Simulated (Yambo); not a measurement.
BaNiF6 (space group R-3m, No. 166), G0W0@LDA in Yambo with this input:

```
rim_cut
gw0
dyson
el_el_corr
HF_and_locXC
ppa
em1d
RandQpts= 1000000
RandGvec= 1 Ry
EXXRLvcs= 98 Ry
VXCRLvcs= 392 Ry
Chimod= "HARTREE"
% BndsRnXp
 5 | 170 |
%
NGsBlkXp= 7 Ry
% LongDrXp
 1.0 | 1.0 | 1.0 |
%
PPAPntXp= 27.2114 eV
% GbndRnge
 1 | 170 |
%
GTermKind= "BG"
DysSolver= "n"
ExtendOut
```

On a 2×2×2 mesh, with wavefunctions cut at 98 Ry, the gap (F → Γ) is 4.208 eV and the valence edge shifts by -1.268 eV.

Question: What happens with this change: 2 Ry block?

Answer: The gap rises by 1.583 eV, to 5.791 eV; the shift of the valence edge becomes -2.771 eV. Neither run is shown to be the converged limit.

Geometry of the Materials Project entry, not relaxed at this level; primitive cell a = b = c = 4.821 Å, α = β = γ = 98.69°.

The structure is a Materials Project entry; no match was found in the copy of COD used, and its stability was not checked.

The runs are not spin-polarised; magnetic order was not tried.

A shift is the quasiparticle energy of the state minus its LDA energy.
